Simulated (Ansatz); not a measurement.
A relaxed cell of Na7H is given with its symmetry left out. The cell was found from a structure generator's guess, not taken from experiment.

These are results of Ansatz 0.2.0, DFT PBE, scalar-relativistic, plane waves, PAW, not measurements. Cutoff 420 eV, Γ-centred mesh, Gaussian smearing, no spin polarisation.

```cif
data_structure
_symmetry_space_group_name_H-M 'P 1'
_symmetry_Int_Tables_number 1
_cell_length_a 6.9930
_cell_length_b 6.9930
_cell_length_c 6.9930
_cell_angle_alpha 109.471
_cell_angle_beta 109.471
_cell_angle_gamma 109.471
_cell_volume 263.26
loop_
_atom_site_label
_atom_site_type_symbol
_atom_site_fract_x
_atom_site_fract_y
_atom_site_fract_z
_atom_site_occupancy
Na1 Na 0.00000 0.50000 0.50000 1
Na2 Na 0.50000 0.00000 0.50000 1
Na3 Na 0.50000 0.50000 0.00000 1
Na4 Na 0.33114 0.33114 0.33114 1
Na5 Na 0.00000 0.00000 0.66886 1
Na6 Na 0.00000 0.66886 0.00000 1
Na7 Na 0.66886 0.00000 0.00000 1
H1 H 0.00000 0.00000 0.00000 1
```

Formation energies are uncorrected and refer to the elements' standard structures at the same level (H₂ as a molecule).

Q: Find its symmetry and describe it.

A: I-43m (No. 217). Conventional cell: a = 8.075 Å. Around Na on a site of symmetry -42m lie 4 Na at 3.30 Å, 2 H at 4.04 Å and 8 Na at 4.04–4.05 Å; Na on a site of symmetry 3m is surrounded by 1 H at 2.32 Å, 3 Na at 3.30 Å, 3 Na at 3.78 Å and 3 Na at 4.05 Å; around H lie 4 Na at 2.32 Å and 6 Na at 4.04 Å.

Q: How far does it lie from the elements in energy?

A: +0.08 eV/atom. The separate elements lie lower, so it is unstable against them.

Q: Is it a metal?

A: Yes, bands cross the Fermi level on the 8×8×8 mesh.

The last run used an 8×8×8 mesh for its 8-atom cell and Gaussian smearing of 0.10 eV. With hydrogen, zero-point motion can shift formation energies by some tens of meV/atom. Symmetry constrained the relaxation, so the result can be a saddle point.
